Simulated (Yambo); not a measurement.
LiTaO3 (space group R3c, No. 161); a = 5.477 Å, b = 5.477 Å, c = 5.477 Å, α = 55.90°, β = 55.90°, γ = 55.90°. With the G0W0 scissor the direct gap on the mesh is 5.71 eV. Axes are Cartesian, with cell vectors (Å) (2.57, 1.48, 4.61), (-2.57, 1.48, 4.61), (0.00, -2.96, 4.61).

**Question.** Does this run resolve the lowest exciton, and if so, what are its energy and binding? (Yambo, PBEsol bands; 6×6×6 mesh, 10 valence and 6 conduction bands, static screening with 73 bands and a 3 Ry block, scissor 1.85 eV, Tamm-Dancoff.)

**Answer.** The mesh holds a bound state, but the numbers are provisional. These are vertical excitations (zero momentum). The lowest state lies at 5.17 eV (dark for light along x), the direct quasiparticle gap on this mesh at 5.71 eV. Its binding energy, counted from that gap, is 0.54 eV; it spreads over about 67 k points of the mesh. Convergence with the mesh was not shown. The first optically allowed state is at 5.33 eV. The scissor comes from a G0W0 run whose convergence isn't established. Spin-orbit coupling is left out, which matters for elements this heavy: edges can move by tenths of an eV.

Geometry of the Materials Project entry, not relaxed at this level.
